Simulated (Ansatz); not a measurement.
**Compressing NaHg₂: a fit and a missing row**

NaHg₂, P6/mmm, a = 5.092 Å, c = 3.238 Å. The structure is a COD entry; whether it is the stable form wasn't checked. Ansatz: r2SCAN, PAW, 500 eV, Γ-centred 12×12×14 mesh on 3 atoms, Gaussian smearing 0.10 eV; no spin polarisation. Shape and atoms are relaxed at each volume; pressure is positive in compression.

```
V (Å³/atom) P (GPa)
     22.782        ?
     23.509     0.90
     24.236     0.02
     24.963    -0.74
     25.690    -1.37
```

Problem. Take V0 = 24.236 Å³/atom, count pressures from its P0 = 0.02 GPa, fit the third-order Birch–Murnaghan form to the other rows, and predict the missing pressure.

Solution. With the Eulerian strain f = ½[(V0/V)^(2/3) − 1] and y = (P − P0)/[3f(1 + 2f)^(5/2)], the form is the line y = B0 + 1.5 B0 (B0′ − 4) f. Rows (f, y): 0.01026, 27.17; -0.00976, 27.27; -0.01905, 26.80. Means f = -0.006183, y = 27.080; Σ(Δf)² = 0.0004487, ΣΔfΔy = 0.004403; the slope is their ratio. y = 27.14 + 9.812 f GPa, so B0 = 27.1 GPa and B0′ = 4 + 2 × (9.812)/(3 × 27.14) = 4.24. At V = 22.782, f = 0.02105, y = 27.347 and P = 1.93 GPa. The run gave 2.09 GPa, so the fit is 0.16 GPa too low, 4.6 % of the span of the series, against an rms of 0.006 GPa on the fitted rows. The row lies outside the fitted range. The records show no cause, and too few rows are left to test a further term.

Spin–orbit coupling is left out, which can shift energies with elements as heavy as these.